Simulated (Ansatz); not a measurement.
Re (hcp, Mg type)

```xyz
2
Lattice="2.7579 0.0000 0.0000 -1.3789 2.3884 0.0000 0.0000 0.0000 4.4628" Properties=species:S:1:pos:R:3 pbc="T T T"
Re     0.0000     1.5923     3.3471
Re     1.3789     0.7961     1.1157
```

Equation-of-state scan: isotropic scaling of the cell above, V₀ being its volume. Symmetry pins the atoms to their sites.

Level of theory: r2SCAN (plane waves to 500 eV, PAW, scalar-relativistic; Ansatz, a program for electronic structure). k mesh 20×20×11 (Γ-centred), Fermi-Dirac smearing 0.05 eV. Compression counts positive. Re is run without spin polarisation. Re was relaxed with its symmetry unable to fall. Spin-orbit coupling is left out, though Re is heavy.

At one point of the scan the stress tensor (GPa) is:

```
   39.0      0.0      0.0
    0.0     39.0      0.0
    0.0      0.0     38.6
```

Q: Which point is it?
A. V/V₀ = 0.867
B. V/V₀ = 0.973
C. V/V₀ = 0.920
D. V/V₀ = 0.893

A: C, V/V₀ = 0.920

(A scan under strain: stresses follow from slopes of the energy per volume, elastic moduli from its curvatures.)
